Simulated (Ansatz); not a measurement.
Relaxed-ion elastic tensor of CsHgBr3 (cubic perovskite, space group No. 221) in GPa (Voigt order), the program Ansatz at the PBEsol level (PAW); density 5.62 g/cm³, 33.85 Å³ per atom.

```json
[
 {"": "1", "1": "48.4", "2": "19.2", "3": "19.2", "4": "0.0", "5": "0.0", "6": "0.0"},
 {"": "2", "1": "19.2", "2": "48.4", "3": "19.2", "4": "0.0", "5": "0.0", "6": "0.0"},
 {"": "3", "1": "19.2", "2": "19.2", "3": "48.4", "4": "0.0", "5": "0.0", "6": "0.0"},
 {"": "4", "1": "0.0", "2": "0.0", "3": "0.0", "4": "8.1", "5": "0.0", "6": "0.0"},
 {"": "5", "1": "0.0", "2": "0.0", "3": "0.0", "4": "0.0", "5": "8.1", "6": "0.0"},
 {"": "6", "1": "0.0", "2": "0.0", "3": "0.0", "4": "0.0", "5": "0.0", "6": "8.1"}
]
```

Task: Is the crystal mechanically stable?

Result: Yes: the smallest eigenvalue of C is 8.1 GPa.

Task: Work out the Voigt, Reuss and Hill averages.

Result: K_V = 28.9, K_R = 28.9, K_H = 28.9; G_V = 10.7, G_R = 9.9, G_H = 10.3 GPa.

Task: Give Young's modulus, Poisson's ratio, Pugh's ratio and the universal anisotropy index.

Result: E = 9KG/(3K + G) = 27.6 GPa; ν = 0.34; K/G = 2.82 (ductile by the Pugh limit of 1.75); A_U = 5G_V/G_R + K_V/K_R − 6 = 0.43.

Task: Estimate the sound speeds and the Debye temperature.

Result: v_l = √((K + 4G/3)/ρ) = 2750 m/s, v_t = √(G/ρ) = 1350 m/s, mean 1520 m/s; Θ = (h/k)(3n/4πV)^(1/3) v_m = 140 K.

Task: Give the Zener ratio and Young's modulus along [100], [110] and [111].

Result: A = 2C44/(C11 − C12) = 0.55; 1/E = S11 − 2(S11 − S12 − S44/2)Γ with Γ = 0, 1/4, 1/3 gives 37.5, 24.7, 22.2 GPa.

Task: Solve the Christoffel equation for the three sound speeds along [100], [110], [111].

Result: Eigenvalues of C_ijkl n_j n_l equal ρv². In km/s, slowest first: [100] 1.20, 1.20, 2.93; [110] 1.20, 1.61, 2.73; [111] 1.49, 1.49, 2.66.

Space group Pm-3m (cubic perovskite). The workflow started from an entry of the Crystallography Open Database (COD), which files this formula under 2 space groups. Its standing as an ambient phase is unchecked. Symmetry was held in the PBEsol relaxation; of distortions, only those at the zone centre were tested. As this level gives no gap, shear constants depend on the k-mesh and smearing (Fermi–Dirac, 0.1 eV here). Spin–orbit coupling is left out wherever it is not named.

Potentials: the later of the program's two PAW sets.
